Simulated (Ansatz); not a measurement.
A relaxed structure of Fe is spoiled in several ways and relaxed again each time (noise and exchanges are one random draw each; pressure is positive under compression). Calculation: PBE (plane waves to 420 eV, PAW, scalar-relativistic; Ansatz, a first-principles code).

Space group Im-3m (No. 229); a = 2.8316 Å, b = 2.8316 Å, c = 2.8316 Å, α = 90.00°, β = 90.00°, γ = 90.00°

| atom | site | symmetry | x | y | z |
|---|---|---|---|---|---|
| Fe | 2a | m-3m | 0.0000 | 0.0000 | 0.0000 |
(The calculation used a cell of 1 atom; values per cell refer to that cell.)

| change | first pressure (GPa) | largest first force (eV/Å) | released (eV/atom) | moves | outcome | final group | E − E(parent) (eV/atom) |
|---|---|---|---|---|---|---|---|
| deformed by the Cartesian strain tensor (xx, yy, zz, yz, xz, xy) = (-0.102, -0.006, 0.086, 0.010, -0.040, 0.083) | 17.5 | 0.00 | 0.22 | 15 | returns to the parent | Im-3m | 0.00 |
| doubled along one cell vector, shaken by Gaussian noise of σ = 0.08 Å a coordinate | 2.6 | 1.31 | 0.06 | 7 | returns to the parent | Im-3m | 0.00 |

First-step values come from each run's starting, coarser k-mesh (15×17×16, 16×16×8). The runs use different k-meshes, so differences are rounded accordingly. Spin states reached: ferromagnetic; spin orders were not searched systematically.
